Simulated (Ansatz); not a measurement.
LiBH4:
```
LiBH4
1.0
    0.00000     2.74801    -2.72011
    0.00000     2.74801     2.72011
    6.01338     0.00000     0.00000
Li B H
2 2 8
Cartesian
  3.00669   2.74801  -2.70815
  0.00000   2.74801  -2.70815
  4.51003   1.46287   1.35861
  1.50334   4.03314   1.35861
  3.51526   3.72835  -0.82911
  2.49811   1.76766  -0.82911
  5.50480   3.72835  -0.82911
  0.50858   1.76766  -0.82911
  4.51003   2.68478   1.40262
  1.50334   2.81123   1.40262
  4.51003   1.25586   0.15701
  1.50334   4.24015   0.15701
```

Relaxed with LDA. Special points in fractions of this cell's reciprocal vectors: Γ (0.000, 0.000, 0.000); Y (0.500, 0.500, 0.000); F0 (0.495, 0.505, 0.000); Δ0 (-0.495, 0.495, 0.000); Z (0.000, 0.000, 0.500); B0 (-0.495, 0.495, 0.500); G0 (0.495, 0.505, 0.500); T (0.500, 0.500, 0.500); S (0.000, 0.500, 0.000); R (0.000, 0.500, 0.500).

### Question
List the band energies nearest the valence-band maximum at these points for the program Ansatz at the LDA level (PAW).

### Answer
In eV from the valence-band maximum; about four levels below and three above (degenerate sets whole), none deeper than 8.9 eV; points with the same levels are listed once.

```
k                           below                above
--  -----------------------------  -------------------
Γ         -1.10 -0.17 -0.15 -0.12       5.70 7.38 8.25
Y   -2.37 -2.37 -1.42 -1.32 -0.92       4.72 5.04 6.35
Z         -1.07 -1.07 -0.40 -0.40  6.72 6.72 8.97 8.97
B0        -1.89 -1.89 -1.12 -1.12  5.76 5.76 8.54 8.54
S         -1.93 -1.09 -0.44 -0.05       7.36 8.07 8.27
R         -0.78 -0.56 -0.33 -0.20       6.79 7.35 7.77
```

Space group Ama2. The workflow started from a Materials Project entry (that database holds measured and hypothetical structures alike); the Crystallography Open Database copy checked does not list it. COD files the formula under space group No. 62, so this cell is another polymorph or a model. Its standing as an ambient phase is unchecked. Symmetry was held in the LDA relaxation; phonons on a q-mesh show no instability.

Potentials: the later of the program's two PAW sets.
